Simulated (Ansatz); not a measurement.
Geometry optimisation in Ansatz: input, command and trajectory.

```yaml
crystal:
  lattice:
    - [3.6263029767, 0.0, 0.0]
    - [0.0, 3.6263029767, 0.0]
    - [0.0, 0.0, 5.5330188955]
  atoms:
    - { symbol: Re, position: [0.0, 0.0, 0.0] }
    - { symbol: Re, position: [0.5, 0.5, 0.0] }
    - { symbol: Re, position: [0.0, 0.5, 0.27] }
    - { symbol: Re, position: [0.5, 0.0, 0.73] }
    - { symbol: F, position: [0.0, 0.5, 0.7] }
    - { symbol: F, position: [0.5, 0.0, 0.3] }
basis:
  ecutwfc: 420
kpoints:
  mp_grid: { grid: [6, 6, 4] }
hamiltonian:
  xc: pbe
scf:
  occupations: { method: gaussian, width: 0.1 }
  lower_state_search: "off"
output:
  forces: true
  stress: true
  eigenvalues: true
relax:
  adjacent_minimum: "off"
  f_tol: 0.04
  max_steps: 70
  cell: { stress_tol: 0.4 }
```

```bash
ansatz run input.yaml --threads 1 --pin off --max-ram 2560MiB --backend cpu --events-out ev --progress --plain --runs-dir out
```

Method: Ansatz, DFT PBE, scalar-relativistic, plane waves, PAW.

Of 19 frames 10 are shown, positions in Å and forces in eV/Å; the SCF threshold varies from step to step. Steps run on the plane waves of an earlier cell, with a Pulay correction in the pressure. The basis is chosen afresh for the last frame, the zero of the energies, and at times for earlier ones too; energy and pressure step there, also at an unchanged geometry. Here that happened at steps 10 (-75 meV/atom, 5.9 GPa), 15 (-9 meV/atom, 0.3 GPa), 19 (-3 meV/atom, 0.0 GPa); the frames before carry an error of that size. The end is built of layers, and without a dispersion correction their distances are poorly fixed.

```xyz
6
Lattice="3.6263 0.0000 0.0000 0.0000 3.6263 0.0000 0.0000 0.0000 5.5330" Properties=species:S:1:pos:R:3:forces:R:3 pbc="T T T" step=1 free_energy_over_end_meV_per_atom=1546.60 pressure_GPa=90.90
Re    0.0000    0.0000    0.0000    0.0000    0.0000    0.0000
Re    1.8132    1.8132    0.0000    0.0000    0.0000    0.0000
Re    0.0000    1.8132    1.4939    0.0000    0.0000    6.4346
Re    1.8132    0.0000    4.0391    0.0000    0.0000   -6.4346
F     0.0000    1.8132    3.8731    0.0000    0.0000   -3.8856
F     1.8132    0.0000    1.6599    0.0000    0.0000    3.8856
6
Lattice="3.9440 0.0000 0.0000 0.0000 3.9440 0.0000 0.0000 0.0000 5.7542" Properties=species:S:1:pos:R:3:forces:R:3 pbc="T T T" step=3 free_energy_over_end_meV_per_atom=486.96 pressure_GPa=6.62
Re    0.0000    0.0000    0.0000    0.0000    0.0000    0.0000
Re    1.9720    1.9720    0.0000    0.0000    0.0000    0.0000
Re    0.0000    1.9720    1.5319    0.0000    0.0000   -0.5764
Re    1.9720    0.0000    4.2223    0.0000    0.0000    0.5764
F     0.0000    1.9720    3.7500    0.0000    0.0000   -2.8059
F     1.9720    0.0000    2.0042    0.0000    0.0000    2.8059
6
Lattice="4.0289 0.0000 0.0000 0.0000 4.0289 0.0000 0.0000 0.0000 5.9189" Properties=species:S:1:pos:R:3:forces:R:3 pbc="T T T" step=5 free_energy_over_end_meV_per_atom=174.59 pressure_GPa=2.16
Re    0.0000    0.0000    0.0000    0.0000    0.0000    0.0000
Re    2.0145    2.0145    0.0000    0.0000    0.0000    0.0000
Re    0.0000    2.0145    1.4556    0.0000    0.0000    0.0863
Re    2.0145    0.0000    4.4633    0.0000    0.0000   -0.0863
F     0.0000    2.0145    3.4366    0.0000    0.0000   -0.9393
F     2.0145    0.0000    2.4823    0.0000    0.0000    0.9393
6
Lattice="3.9847 0.0000 0.0000 0.0000 3.9847 0.0000 0.0000 0.0000 6.3591" Properties=species:S:1:pos:R:3:forces:R:3 pbc="T T T" step=7 free_energy_over_end_meV_per_atom=113.94 pressure_GPa=-0.96
Re    0.0000    0.0000    0.0000    0.0000    0.0000    0.0000
Re    1.9923    1.9923    0.0000    0.0000    0.0000    0.0000
Re    0.0000    1.9923    1.4968    0.0000    0.0000    0.1172
Re    1.9923    0.0000    4.8623    0.0000    0.0000   -0.1172
F     0.0000    1.9923    3.4249    0.0000    0.0000   -0.2044
F     1.9923    0.0000    2.9342    0.0000    0.0000    0.2044
6
Lattice="3.9856 0.0000 0.0000 0.0000 3.9856 0.0000 0.0000 0.0000 6.3564" Properties=species:S:1:pos:R:3:forces:R:3 pbc="T T T" step=9 free_energy_over_end_meV_per_atom=113.48 pressure_GPa=-0.20
Re    0.0000    0.0000    0.0000    0.0000    0.0000    0.0000
Re    1.9928    1.9928    0.0000    0.0000    0.0000    0.0000
Re    0.0000    1.9928    1.4944    0.0000    0.0000   -0.0382
Re    1.9928    0.0000    4.8620    0.0000    0.0000    0.0382
F     0.0000    1.9928    3.4099    0.0000    0.0000    0.0042
F     1.9928    0.0000    2.9466    0.0000    0.0000   -0.0042
6
Lattice="4.0153 0.0000 0.0000 0.0000 4.0153 0.0000 0.0000 0.0000 6.5222" Properties=species:S:1:pos:R:3:forces:R:3 pbc="T T T" step=11 free_energy_over_end_meV_per_atom=19.71 pressure_GPa=2.50
Re    0.0000    0.0000    0.0000    0.0000    0.0000    0.0000
Re    2.0076    2.0076    0.0000    0.0000    0.0000    0.0000
Re    0.0000    2.0076    1.4898    0.0000    0.0000   -0.0672
Re    2.0076    0.0000    5.0325    0.0000    0.0000    0.0672
F     0.0000    2.0076    3.3979    0.0000    0.0000   -0.0049
F     2.0076    0.0000    3.1243    0.0000    0.0000    0.0049
6
Lattice="4.0355 0.0000 0.0000 0.0000 4.0355 0.0000 0.0000 0.0000 6.8624" Properties=species:S:1:pos:R:3:forces:R:3 pbc="T T T" step=13 free_energy_over_end_meV_per_atom=11.20 pressure_GPa=0.56
Re    0.0000    0.0000    0.0000    0.0000    0.0000    0.0000
Re    2.0177    2.0177    0.0000    0.0000    0.0000    0.0000
Re    0.0000    2.0177    1.4867    0.0000    0.0000   -0.0554
Re    2.0177    0.0000    5.3757    0.0000    0.0000    0.0554
F     0.0000    2.0177    3.3740    0.0000    0.0000    0.0323
F     2.0177    0.0000    3.4884    0.0000    0.0000   -0.0323
6
Lattice="4.0425 0.0000 0.0000 0.0000 4.0425 0.0000 0.0000 0.0000 6.9232" Properties=species:S:1:pos:R:3:forces:R:3 pbc="T T T" step=15 free_energy_over_end_meV_per_atom=2.93 pressure_GPa=0.31
Re    0.0000    0.0000    0.0000    0.0000    0.0000    0.0000
Re    2.0213    2.0213    0.0000    0.0000    0.0000    0.0000
Re    0.0000    2.0213    1.4830    0.0000    0.0000   -0.0030
Re    2.0213    0.0000    5.4402    0.0000    0.0000    0.0030
F     0.0000    2.0213    3.3697    0.0000    0.0000   -0.0096
F     2.0213    0.0000    3.5535    0.0000    0.0000    0.0096
6
Lattice="4.0424 0.0000 0.0000 0.0000 4.0424 0.0000 0.0000 0.0000 7.2332" Properties=species:S:1:pos:R:3:forces:R:3 pbc="T T T" step=17 free_energy_over_end_meV_per_atom=2.40 pressure_GPa=0.27
Re    0.0000    0.0000    0.0000    0.0000    0.0000    0.0000
Re    2.0212    2.0212    0.0000    0.0000    0.0000    0.0000
Re    0.0000    2.0212    1.4844    0.0000    0.0000   -0.0801
Re    2.0212    0.0000    5.7489    0.0000    0.0000    0.0801
F     0.0000    2.0212    3.3577    0.0000    0.0000    0.0874
F     2.0212    0.0000    3.8755    0.0000    0.0000   -0.0874
6
Lattice="4.0429 0.0000 0.0000 0.0000 4.0429 0.0000 0.0000 0.0000 7.2734" Properties=species:S:1:pos:R:3:forces:R:3 pbc="T T T" step=19 free_energy_over_end_meV_per_atom=0.00 pressure_GPa=0.04
Re    0.0000    0.0000    0.0000    0.0000    0.0000    0.0000
Re    2.0215    2.0215    0.0000    0.0000    0.0000    0.0000
Re    0.0000    2.0215    1.4848    0.0000    0.0000   -0.0113
Re    2.0215    0.0000    5.7886    0.0000    0.0000    0.0113
F     0.0000    2.0215    3.3608    0.0000    0.0000    0.0025
F     2.0215    0.0000    3.9125    0.0000    0.0000   -0.0025
```

The start puts this composition into another compound's structure type, which needn't suit it. The cell swells from 12.1 to 19.8 Å³ an atom, so the end can be far from any stable crystal. At the end the space group is P4/nmm (tolerance 0.05 Å).

The run took 2.9 min on 1 thread of Arm Neoverse V1 (shared host), peak memory 0.43 GiB.

The k mesh is coarse. Spin–orbit coupling is left out, which can shift energies with elements as heavy as these. Spin polarisation was left out, and a magnetic state may lie lower.